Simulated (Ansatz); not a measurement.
Consider the following.

TiNb:
```cif
data_Nb2Ti2
_chemical_formula_sum 'Ti2 Nb2'
_space_group_name_H-M_alt 'Cmmm'
_space_group_IT_number 65
_space_group_name_Hall '-C 2 2'
_cell_length_a 3.19238
_cell_length_b 4.57035
_cell_length_c 4.50358
_cell_angle_alpha 90.000
_cell_angle_beta 90.000
_cell_angle_gamma 90.000
loop_
_space_group_symop_operation_xyz
  'x, y, z'
  '-x, -y, -z'
  '-x, -y, z'
  'x, y, -z'
  'x, -y, -z'
  '-x, y, z'
  '-x, y, -z'
  'x, -y, z'
  'x+1/2, y+1/2, z'
  '-x+1/2, -y+1/2, -z'
  '-x+1/2, -y+1/2, z'
  'x+1/2, y+1/2, -z'
  'x+1/2, -y+1/2, -z'
  '-x+1/2, y+1/2, z'
  '-x+1/2, y+1/2, -z'
  'x+1/2, -y+1/2, z'
loop_
_atom_site_label
_atom_site_type_symbol
_atom_site_symmetry_multiplicity
_atom_site_Wyckoff_symbol
_atom_site_fract_x
_atom_site_fract_y
_atom_site_fract_z
_atom_site_occupancy
Ti1 Ti 2 c 0.00000 0.50000 0.50000 1
Nb1 Nb 2 a 0.00000 0.00000 0.00000 1
```
(The calculation used a cell of 2 atoms; values per cell refer to that cell.)

This is the LDA-relaxed structure.

All from plane-wave PAW LDA (Ansatz code), unless another level is named. Estimate the formation energy from the elements (no fitted shifts).

33 meV/atom.

Next, the density of states at the Fermi level?

1.7 states/eV per atom (mean over ±0.08 eV).

The first step of the workflow began from a Materials Project structure, measured or hypothetical; the Crystallography Open Database copy checked does not list it. With Ti and Nb taken as one species the cell has the higher symmetry Im-3m, so it may be an ordered model of a mixed-site phase. Its standing as an ambient phase is unchecked. The cell keeps a stress of up to 0.2 GPa. Symmetry was held in the LDA relaxation; whether a distortion lowers the energy is not shown. The run is not spin-polarised. The references are the lowest solids computed at this level, not always the standard phases. Spin–orbit coupling is left out wherever it is not named.

Potentials: the later of the program's two PAW sets.
